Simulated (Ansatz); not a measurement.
This run works on a generated trial structure, not on a known crystal.

Input and command of a plane-wave DFT calculation in Ansatz:

```yaml
crystal:
  lattice:
    - [6.74641112, 0.0, 0.0]
    - [-3.37320556, 5.84256341, 0.0]
    - [0.0, 0.0, 4.75373636]
  atoms:
    - { symbol: Ba, position: [0.5, 0.0, 0.5] }
    - { symbol: Ba, position: [0.0, 0.5, 0.5] }
    - { symbol: Ba, position: [0.5, 0.5, 0.5] }
    - { symbol: In, position: [0.0, 0.0, 0.5] }
    - { symbol: B, position: [0.0, 0.0, 0.0] }
    - { symbol: P, position: [0.33333333, 0.66666667, 0.5] }
    - { symbol: P, position: [0.66666667, 0.33333333, 0.5] }
basis:
  ecutwfc: 420
kpoints:
  mp_grid: { grid: [3, 3, 4] }
hamiltonian:
  xc: pbe
scf:
  occupations: { method: gaussian, width: 0.2 }
  lower_state_search: "off"
output:
  forces: true
  stress: true
  eigenvalues: true
relax:
  adjacent_minimum: "off"
  f_tol: 0.08
  max_steps: 16
  cell: { stress_tol: 0.8 }
```

```bash
ansatz run input.yaml --threads 1 --pin off --max-ram 2560MiB --backend cpu --events-out ev --progress --plain --runs-dir out
```

Processor: Intel(R) Xeon(R) 6975P-C (Granite Rapids), 1 thread, on a host shared with other jobs.

Question: Estimate time, memory and problem size.

Answer: About 80 s, peak memory 0.67 GiB. It solves 35 bands at 9 k points (after reduction by symmetry) with about 7191 plane waves (on the last cell), in 112 SCF iterations over 15 ionic steps.
